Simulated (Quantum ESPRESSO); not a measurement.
## Ga4O4NF (convergence and cost over cutoff and k mesh)

Simulated, not a measurement. The program is pw.x of Quantum ESPRESSO 7.5 (plane-wave density functional theory). The cell is made up: 10 atoms on a corundum lattice, with randomly drawn elements, strain and displacements, not relaxed. PseudoDojo standard norm-conserving files (v0.5 for PBE, v0.4.1 for LDA and PBEsol) set the functional; there is no spin polarisation, spin-orbit coupling or dispersion term, and the masses in the input are unused placeholders.

Input of the run in row 4:

```
&control calculation='scf', pseudo_dir='./dojo.nc.sr.pbe.v0_5.standard.upf', outdir='./o', disk_io='medium', tprnfor=.true., tstress=.true. /
&system ibrav=0, nat=10, ntyp=4, nbnd=50, ecutwfc=84.00895049, nosym=.true., tot_charge=0,
 occupations='smearing', smearing='fd', degauss=0.0018374661
/
&electrons conv_thr=7.350e-09, electron_maxstep=60, /
ATOMIC_SPECIES
F 1.0 F.upf
Ga 1.0 Ga.upf
N 1.0 N.upf
O 1.0 O.upf
CELL_PARAMETERS angstrom
2.6025 1.5026 4.6736
-2.6025 1.5026 4.6736
0.0 -3.0051 4.6736
ATOMIC_POSITIONS angstrom
Ga -0.0347 0.1506 4.9513
Ga -0.078 -0.0312 2.1307
Ga 0.0766 0.0489 9.1053
Ga 0.0371 0.0237 11.9989
O -0.9926 1.4141 8.1237
N -0.7942 -1.6397 8.0818
F 1.8918 0.0265 8.2984
O 0.9984 -1.5295 5.7691
O 0.8728 1.6184 5.7776
O -1.7935 -0.1328 5.8451
K_POINTS automatic
5 5 5 1 1 1
```

The same cell was run at these settings. Meshes are shifted by half a step, and differences are from the last row, which is itself not exact.

```
cutoff (eV)     k mesh  k points solved  threshold (eV)  free energy less the last row's (eV)  pressure (GPa)  largest stress difference (GPa)  largest force difference (eV/Å)  iterations  wall time (s)  k-point pools                  processor
        800  2 x 2 x 2                4           1e-04                                 4.364          -66.26                            59.13                            0.063           9             46              1      AMD EPYC, Zen 5 class
       1143  2 x 2 x 2                4           1e-07                                 0.032           -6.99                             0.40                            0.042          13            112              1      AMD EPYC, Zen 5 class
        575  5 x 5 x 5               63           1e-07                               108.529         -694.68                           688.72                            0.239          12             48              4  Intel Xeon, 2023 or later
       1143  5 x 5 x 5               63           1e-07                                 0.003           -7.18                             0.02                            0.002          14           1135              1      AMD EPYC, Zen 5 class
       1437  7 x 7 x 7              172           1e-07                                 0.000           -7.18                             0.00                            0.000          14            620              4  Intel Xeon, 2023 or later
```

Each pool is one process. Wall times include start-up and a band step at six k points, which weighs most on the coarsest meshes. The runs were on shared virtual cores whose load varied, so times are rough.